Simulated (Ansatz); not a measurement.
Ta (bcc type), DFT, PBEsol, all-electron LAPW, scalar-relativistic (Ansatz 0.2.0), on 1 thread of Intel(R) Xeon(R) 6975P-C (Granite Rapids) (shared host).

Command: `ansatz run input.yaml --threads 1 --pin off --max-ram 2048MiB --backend cpu --events-out ev --progress --plain --runs-dir out`

```yaml
crystal:
  lattice:
    - [-1.5719147394, 1.5719147394, 1.5719147394]
    - [1.5719147394, -1.5719147394, 1.5719147394]
    - [1.5719147394, 1.5719147394, -1.5719147394]
  atoms:
    - { symbol: Ta, position: [0.0, 0.0, 0.0] }
kpoints:
  mp_grid: { grid: [18, 18, 18] }
scf:
  occupations: { method: fermi_dirac, width: 0.05 }
hamiltonian:
  xc: pbesol
  pseudopotentials: { kind: all_electron, lapw: { basis_error: 0.001 } }
output:
  forces: true
  stress: true
  eigenvalues: true
  populations: true
```

(1) How large is the problem that the program sets up?

(2) About how long does it take?

Results:

(1) 195 irreducible k-points, 177 plane waves at Γ, 26 bands.

(2) 13 s of wall time for 8 SCF iterations. Times on shared machines scatter by tens of per cent.
